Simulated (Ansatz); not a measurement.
Li$_{2}$MoO$_{3}$:
```
CELL_PARAMETERS angstrom
      1.67296    -0.05285     4.94165
      2.24454     4.39711     0.00000
     -4.93449     0.00000     0.00000
ATOMIC_POSITIONS crystal
  Li 0.98690 0.80714 0.13982
  Li 0.01310 0.19286 0.86018
  Li 0.00000 0.50000 0.50000
  Li 0.50000 0.50000 0.00000
  Mo 0.49662 0.86130 0.64199
  Mo 0.50338 0.13870 0.35801
  O  0.72686 0.14287 0.06288
  O  0.27314 0.85713 0.93712
  O  0.72330 0.49322 0.72304
  O  0.27670 0.50678 0.27696
  O  0.23309 0.17623 0.58729
  O  0.76691 0.82377 0.41271
```

Relaxed with r²SCAN.

**Question.** Give the Bader charges and basin volumes of the independent atoms, DFT-r²SCAN in the program Ansatz with PAW potentials.

**Answer.** 

| atom | Bader charge (e) | Bader volume (Å³) |
|---|---|---|
| Li1 | +0.90 | 2.9 |
| Li3 | +0.90 | 2.9 |
| Li4 | +0.89 | 2.7 |
| Mo5 | +2.11 | 9.9 |
| O7 | -1.31 | 12.9 |
| O9 | -1.34 | 12.9 |
| O11 | -1.26 | 12.2 |

Space group P-1. The workflow started from a Materials Project entry (that database holds measured and hypothetical structures alike); the Crystallography Open Database copy checked does not list it. Entries of such low symmetry are often ordered models of mixed-site phases. Whether it is the stable phase at ambient conditions was not checked. Symmetry was held in the r²SCAN relaxation; its stability against distortions is not shown here. No spin polarisation was allowed. No Hubbard U is applied.

Potentials: the later of the program's two PAW sets.
